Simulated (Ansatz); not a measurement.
**ScHg: energy along a strain**

ScHg, Pm-3m, a = 3.480 Å (as given, not relaxed at this level: -0.9 GPa). The structure is a COD entry; whether it is the stable form wasn't checked. Ansatz: PBEsol, PAW, 420 eV, Γ-centred 14×14×14 mesh on 2 atoms, Gaussian smearing 0.15 eV; no spin polarisation. Cell vectors (Å): 3.480 0.000 0.000; 0.000 3.480 0.000; 0.000 0.000 3.480. The cell is strained by x per cent times the pattern (0 0 1 0 0 0) in the order xx yy zz yz xz xy (engineering shears), with fractional coordinates held. y is the free energy over the start, V0 = 21.072 Å³/atom.

| x (%) | y (meV/atom) |
| --- | --- |
| -2.00 | ? |
| -1.50 | -0.24 |
| -1.00 | -0.52 |
| -0.50 | -0.43 |
| 0.00 | 0.00 |
| 0.50 | 0.77 |
| 1.00 | 1.88 |
| 1.50 | 3.31 |
| 1.75 | 4.15 |
| 2.00 | 5.06 |

Problem. Fit y = c1 x + c2 x² + c3 x³ to the other rows, get the stiffness along the pattern, and predict the missing energy.

Solution. Least squares on the rows shown. y = 1.208 x + 0.6822 x² − 0.01051 x³. The clamped-ion stiffness p·C·p = 2 × 6.822 eV × 160.2 / 21.072 Å³ = 104 GPa, which is C33 in these axes (C11 of the cubic crystal) (second derivative at the start, which stands under stress). At x = -2.00 the fit asked for gives 0.40 meV/atom. The run gave 0.40 meV/atom, the same to the digits shown.

Spin–orbit coupling is left out, which can shift energies with elements as heavy as these.